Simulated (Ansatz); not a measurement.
Relaxation of a generated trial cell of PtSe2 in the AFLOW prototype AB2_hP3_191_a_d (C32, as in AlB2); 3 atoms in the cell, which starts as P6/mmm (No. 191), hP3; a = b = 4.097 Å, c = 4.436 Å, α = β = 90.00°, γ = 120.00°. These are PBEsol (plane waves to 420 eV, PAW, scalar-relativistic; Ansatz, a first-principles code) values and carry that method's errors. Γ-centred k-mesh 7×7×5 on the run's cell (coarser than for final values), Fermi–Dirac smearing 0.05 eV. This is the first round of the run. 

The optimiser's lines from the output (shortened; P is positive under compression):

```
relax step   1: F+E_penalty+E_count = -23227.94526823 eV  Δ(F+E_penalty+E_count) = +0.000e0 eV  max|allowed force component| = 3.516e-16 eV/Å  Δτ_max = 0.0000 Å  P = +3.306 GPa  Ω = 64.487 Å³  (8 SCF iters, dr2 threshold 1.00e-7 eV, accepted)
relax step   2: F+E_penalty+E_count = -23228.46264891 eV  Δ(F+E_penalty+E_count) = -5.174e-1 eV  max|allowed force component| = 8.327e-17 eV/Å  Δτ_max = 0.0000 Å  P = -0.528 GPa  Ω = 64.477 Å³  (8 SCF iters, dr2 threshold 3.00e-7 eV, accepted)
relax step   3: F+E_penalty+E_count = -23228.84454057 eV  Δ(F+E_penalty+E_count) = -3.819e-1 eV  max|allowed force component| = 4.934e-16 eV/Å  Δτ_max = 0.0000 Å  P = -1.518 GPa  Ω = 62.691 Å³  (8 SCF iters, dr2 threshold 3.00e-7 eV, accepted)
relax step   4: F+E_penalty+E_count = -23229.19393758 eV  Δ(F+E_penalty+E_count) = -3.494e-1 eV  max|allowed force component| = 1.419e-16 eV/Å  Δτ_max = 0.0000 Å  P = -1.832 GPa  Ω = 60.557 Å³  (7 SCF iters, dr2 threshold 3.00e-7 eV, accepted)
relax step   5: F+E_penalty+E_count = -23229.52379242 eV  Δ(F+E_penalty+E_count) = -3.299e-1 eV  max|allowed force component| = 1.172e-16 eV/Å  Δτ_max = 0.0000 Å  P = -1.510 GPa  Ω = 58.229 Å³  (7 SCF iters, dr2 threshold 3.00e-7 eV, accepted)
relax step   6: F+E_penalty+E_count = -23229.81689720 eV  Δ(F+E_penalty+E_count) = -2.931e-1 eV  max|allowed force component| = 7.864e-17 eV/Å  Δτ_max = 0.0000 Å  P = -0.454 GPa  Ω = 55.857 Å³  (7 SCF iters, dr2 threshold 3.00e-7 eV, accepted)
relax step   7: F+E_penalty+E_count = -23230.12886247 eV  Δ(F+E_penalty+E_count) = -3.120e-1 eV  max|allowed force component| = 7.401e-17 eV/Å  Δτ_max = 0.0000 Å  P = +0.698 GPa  Ω = 53.793 Å³  (7 SCF iters, dr2 threshold 3.00e-7 eV, accepted)
relax step   8: F+E_penalty+E_count = -23230.40505996 eV  Δ(F+E_penalty+E_count) = -2.762e-1 eV  max|allowed force component| = 1.388e-17 eV/Å  Δτ_max = 0.0000 Å  P = +2.329 GPa  Ω = 52.158 Å³  (6 SCF iters, dr2 threshold 3.00e-7 eV, accepted)
relax step   9: F+E_penalty+E_count = -23230.37113843 eV  Δ(F+E_penalty+E_count) = +3.392e-2 eV  max|allowed force component| = 3.624e-17 eV/Å  Δτ_max = 0.0000 Å  P = +1.054 GPa  Ω = 52.894 Å³  (8 SCF iters, dr2 threshold 3.00e-7 eV, rejected (line search))
relax step  10: F+E_penalty+E_count = -23230.48043679 eV  Δ(F+E_penalty+E_count) = -7.538e-2 eV  max|allowed force component| = 1.619e-17 eV/Å  Δτ_max = 0.0000 Å  P = +0.080 GPa  Ω = 52.900 Å³  (11 SCF iters, accepted)
relax step  11: F+E_penalty+E_count = -23230.48047859 eV  Δ(F+E_penalty+E_count) = -4.180e-5 eV  max|allowed force component| = 1.850e-17 eV/Å  Δτ_max = 0.0000 Å  P = +0.011 GPa  Ω = 52.930 Å³  (6 SCF iters, dr2 threshold 7.82e-8 eV, accepted)
relax step  12: F+E_penalty+E_count = -23230.48813353 eV  Δ(F+E_penalty+E_count) = -7.655e-3 eV  max|allowed force component| = 1.850e-17 eV/Å  Δτ_max = 0.0000 Å  P = +0.366 GPa  Ω = 52.930 Å³  stress off target by 5.52e-1 GPa  SCF on the basis re-selected at this cell (its energy is not comparable with the rows above)  (7 SCF iters)
relax step  13: F+E_penalty+E_count = -23230.48844836 eV  Δ(F+E_penalty+E_count) = -3.148e-4 eV  max|allowed force component| = 1.388e-17 eV/Å  Δτ_max = 0.0000 Å  P = +0.021 GPa  Ω = 53.086 Å³  (6 SCF iters, dr2 threshold 3.00e-7 eV, accepted)
relax step  14: F+E_penalty+E_count = -23230.48844899 eV  Δ(F+E_penalty+E_count) = -6.292e-7 eV  max|allowed force component| = 1.850e-17 eV/Å  Δτ_max = 0.0000 Å  P = +0.001 GPa  Ω = 53.096 Å³  (7 SCF iters, dr2 threshold 3.87e-9 eV, accepted)
relax step  15: F+E_penalty+E_count = -23230.48847778 eV  Δ(F+E_penalty+E_count) = -2.879e-5 eV  max|allowed force component| = 1.850e-17 eV/Å  Δτ_max = 0.0000 Å  P = +0.001 GPa  Ω = 53.096 Å³  stress off target by 1.97e-3 GPa  SCF on the basis re-selected at this cell (its energy is not comparable with the rows above)  (8 SCF iters)
```

From the first to the last row the energy changes by -0.85 eV/atom and the volume by -17.7 %. The last row is marked as not comparable with the walk above it, whose basis was carried along; it does compare with step 1, since both stand on a basis selected at the nominal cutoff for their own cell.

Step 9 was rejected by the optimiser.

Later rounds, restarted from the end of this one on a renewed k-mesh, logged 12 more steps. The final structure after all rounds: P6/mmm (No. 191), hP3; a = b = 4.706 Å, c = 2.771 Å, α = β = 90.00°, γ = 120.00°. Between re-selections the logged energies stand on a plane-wave basis carried along with the cell. No spin polarisation in the result.

The run could not lose the symmetry of its start: the end is stationary, and may be a saddle point rather than a minimum.

All atoms sit on sites fixed by symmetry, so only the cell could relax.

The relaxed structure here is a generated cell of PtSe2: the first start was made by placing the elements on the sites of a structure type, and the end was not matched to a known phase here, so it may be hypothetical. Known forms of PtSe2 include space group No. 164.
